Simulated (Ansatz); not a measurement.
FeB2:
```cif
data_B8Fe4
_chemical_formula_sum 'Fe4 B8'
_space_group_name_H-M_alt 'P 1'
_space_group_IT_number 1
_cell_length_a 4.74148
_cell_length_b 4.73385
_cell_length_c 3.67196
_cell_angle_alpha 90.000
_cell_angle_beta 90.000
_cell_angle_gamma 90.000
loop_
_space_group_symop_operation_xyz
  'x, y, z'
loop_
_atom_site_label
_atom_site_type_symbol
_atom_site_fract_x
_atom_site_fract_y
_atom_site_fract_z
_atom_site_occupancy
Fe1 Fe 0.47927 0.75000 0.37573 1
Fe2 Fe 0.52073 0.25000 0.62427 1
Fe3 Fe 0.02073 0.25000 0.87573 1
Fe4 Fe 0.97927 0.75000 0.12427 1
B1 B 0.66301 0.06839 0.10744 1
B2 B 0.33699 0.93161 0.89256 1
B3 B 0.83699 0.93161 0.60744 1
B4 B 0.16301 0.06839 0.39256 1
B5 B 0.16301 0.43161 0.39256 1
B6 B 0.83699 0.56839 0.60744 1
B7 B 0.33699 0.56839 0.89256 1
B8 B 0.66301 0.43161 0.10744 1
```

Relaxed with LDA.

Task: Which orbitals make up the states near the band edges in DFT-LDA in the program Ansatz with PAW potentials?

Result: Top 1 eV of the valence band: Fe 3d 86 %, B 2p 11 %. Bottom 1 eV of the conduction band: Fe 3d 70 %, B 2p 26 %. Projections are on Löwdin-orthogonalised atomic valence shells; empty p or d shells of many metals are not among them.

Task: Tabulate the density of states.

Result: States/eV per cell of 12 atoms, in 0.25 eV bins, energy from the valence-band maximum.

| E (eV) | total | Fe 3d | B 2p | B 2s |
|---|---|---|---|---|
| -7.85 | 2.15 | 0.57 | 1.05 | 0.44 |
| -7.60 | 2.01 | 0.50 | 1.08 | 0.35 |
| -7.35 | 2.58 | 0.63 | 1.46 | 0.35 |
| -7.10 | 3.48 | 0.95 | 1.94 | 0.43 |
| -6.85 | 4.58 | 1.33 | 2.56 | 0.50 |
| -6.60 | 3.66 | 1.21 | 1.96 | 0.38 |
| -6.35 | 2.59 | 0.90 | 1.33 | 0.27 |
| -6.10 | 3.06 | 0.94 | 1.68 | 0.35 |
| -5.85 | 4.23 | 1.47 | 2.27 | 0.37 |
| -5.60 | 4.99 | 1.85 | 2.64 | 0.35 |
| -5.35 | 3.53 | 1.34 | 1.82 | 0.26 |
| -5.10 | 5.73 | 2.39 | 2.85 | 0.34 |
| -4.85 | 5.60 | 2.57 | 2.68 | 0.24 |
| -4.60 | 6.93 | 3.24 | 3.29 | 0.27 |
| -4.35 | 5.15 | 2.41 | 2.43 | 0.20 |
| -4.10 | 6.65 | 3.38 | 2.92 | 0.22 |
| -3.85 | 6.43 | 3.23 | 2.87 | 0.21 |
| -3.60 | 7.15 | 3.95 | 2.88 | 0.20 |
| -3.35 | 2.71 | 1.82 | 0.77 | 0.08 |
| -3.10 | 5.42 | 4.13 | 1.02 | 0.15 |
| -2.85 | 10.38 | 8.20 | 1.78 | 0.22 |
| -2.60 | 10.59 | 8.16 | 2.01 | 0.23 |
| -2.35 | 11.55 | 8.76 | 2.35 | 0.23 |
| -2.10 | 8.87 | 6.14 | 2.28 | 0.27 |
| -1.85 | 9.73 | 6.89 | 2.37 | 0.28 |
| -1.60 | 6.79 | 4.66 | 1.82 | 0.18 |
| -1.35 | 3.60 | 2.64 | 0.84 | 0.06 |
| -1.10 | 5.32 | 4.29 | 0.87 | 0.08 |
| -0.85 | 8.02 | 6.89 | 0.94 | 0.09 |
| -0.60 | 11.50 | 9.96 | 1.17 | 0.21 |
| -0.35 | 4.19 | 3.58 | 0.45 | 0.09 |
| -0.10 | 0.23 | 0.19 | 0.02 | 0.01 |
| 0.15 | 0.00 | 0.00 | 0.00 | 0.00 |
| 0.40 | 0.40 | 0.32 | 0.08 | 0.01 |
| 0.65 | 3.58 | 2.63 | 0.81 | 0.10 |
| 0.90 | 8.47 | 6.00 | 2.09 | 0.29 |
| 1.15 | 7.06 | 4.87 | 1.84 | 0.27 |
| 1.40 | 6.27 | 3.97 | 1.97 | 0.26 |
| 1.65 | 4.34 | 2.58 | 1.47 | 0.24 |
| 1.90 | 3.95 | 2.18 | 1.50 | 0.21 |
| 2.15 | 3.66 | 1.85 | 1.55 | 0.20 |
| 2.40 | 4.23 | 2.00 | 1.91 | 0.25 |
| 2.65 | 3.15 | 1.40 | 1.45 | 0.24 |
| 2.90 | 2.06 | 0.87 | 0.94 | 0.21 |
| 3.15 | 1.22 | 0.49 | 0.57 | 0.14 |
| 3.40 | 1.64 | 0.61 | 0.77 | 0.21 |
| 3.65 | 2.56 | 0.93 | 1.27 | 0.28 |
| 3.90 | 4.64 | 1.63 | 2.31 | 0.55 |
| 4.15 | 3.84 | 1.28 | 1.76 | 0.68 |
| 4.40 | 2.20 | 0.66 | 1.05 | 0.42 |
| 4.65 | 2.75 | 0.74 | 1.40 | 0.50 |
| 4.90 | 3.66 | 0.94 | 1.86 | 0.71 |
| 5.15 | 3.14 | 0.74 | 1.61 | 0.62 |

Space group Pnma. The workflow started from a Materials Project entry (that database holds measured and hypothetical structures alike); the Crystallography Open Database copy checked does not list it. COD files the formula under space group No. 191, so this cell is another polymorph or a model. Whether it is the stable phase at ambient conditions was not checked. The LDA relaxation kept the symmetry of its start; of distortions, only those at the zone centre were tested. The run is not spin-polarised.

Potentials: the later of the program's two PAW sets.
